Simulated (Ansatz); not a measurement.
Cs$_{2}$NaScCl$_{6}$:
```
Cs2NaScCl6
1.0
    0.00000     5.08740     5.08740
    5.08740     0.00000     5.08740
    5.08740     5.08740     0.00000
Cs Na Sc Cl
2 1 1 6
Cartesian
  7.63110   7.63110   7.63110
  2.54370   2.54370   2.54370
  5.08740   5.08740   5.08740
  0.00000   0.00000   0.00000
  2.44100   5.08740   5.08740
  7.73380   5.08740   5.08740
  5.08740   2.44100   5.08740
  5.08740   7.73380   5.08740
  5.08740   5.08740   2.44100
  5.08740   5.08740   7.73380
```

Tensor components refer to the Cartesian frame of this cell.

Question: Give the high-frequency dielectric tensor and the Born effective charge tensors of the independent atoms from DFPT, the program Ansatz at the LDA level (PAW).

Answer: 
ε∞:
```
3.20  0.00  0.00
0.00  3.20  0.00
0.00  0.00  3.20
```
Z* of atom 1 (Cs), rows: field, columns: displacement, in e:
```
1.35  0.00  0.00
0.00  1.35  0.00
0.00  0.00  1.35
```
Z* of atom 3 (Na), rows: field, columns: displacement, in e:
```
1.30  0.00  0.00
0.00  1.30  0.00
0.00  0.00  1.30
```
Z* of atom 4 (Sc), rows: field, columns: displacement, in e:
```
3.43  0.00  0.00
0.00  3.43  0.00
0.00  0.00  3.43
```
Z* of atom 5 (Cl), rows: field, columns: displacement, in e:
```
-1.97   0.00   0.00
 0.00  -0.88   0.00
 0.00   0.00  -0.88
```

Space group Fm-3m. The first step of the workflow began from a Materials Project structure, measured or hypothetical; the Crystallography Open Database copy checked does not list it. Whether it is the stable phase at ambient conditions was not checked. Symmetry was held in the LDA relaxation; its stability against distortions is not shown here. The run is not spin-polarised. Spin–orbit coupling is left out wherever it is not named.

Potentials: the later of the program's two PAW sets.
